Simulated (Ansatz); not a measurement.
The elements of this relaxed trial crystal are hidden behind letters.

```
lattice vectors (Å)
   4.3349    0.0000    0.0000
  -2.1674    3.7541    0.0000
   0.0000    0.0000   14.1542
fractional positions
X 0.3333 0.6667 0.9922
X 0.3333 0.6667 0.5024
X 0.6667 0.3333 0.2474
X 0.6667 0.3333 0.7575
Z 0.3333 0.6667 0.1822
Z 0.3333 0.6667 0.6921
Z 0.6667 0.3333 0.4371
Q 0.6667 0.3333 0.9392
```

All numbers below come from DFT PBE, scalar-relativistic, plane waves, PAW in Ansatz 0.2.0. Cutoff 420 eV, Γ-centred 12×12×4 mesh (8-atom cell), Gaussian smearing of 0.02 eV, no spin polarisation.

```
Space group                                : P3m1 (No. 156)
Conventional cell                          : a = 4.335 Å, c = 14.154 Å
Volume per atom                            : 28.79 Å³
Density                                    : 5.18 g/cm³
Energy over the elements                   : −0.633 eV/atom
Gap on the 12×12×4 mesh of the 8-atom cell : 0.59 eV
```

Energies are uncorrected and count from the elements' standard states at the same level.

Problem. X is a d-block element of period 5, Z is a p-block element of period 4 and Q is a p-block element of period 3. Which elements are they?

Solution. X = Cd, Z = Se, Q = S, so the formula is Cd4Se3S. Density times volume gives a mean mass of 5.18 × 28.79/1.6605 = 89.8 u per atom, and this set has 89.8 u. Around Cd on its first site lie 3 S at 2.61 Å and 1 Se at 2.69 Å; Se on its first site is surrounded by 4 Cd at 2.67–2.69 Å; S is surrounded by 4 Cd at 2.57–2.61 Å; 5 more sites not described. Other sets within the hints have nearly the same mass, so mass alone doesn't settle it; this one was computed.

Kohn–Sham gaps at this level usually fall short of measured ones. A structure relaxed within its symmetry needn't be a true minimum.
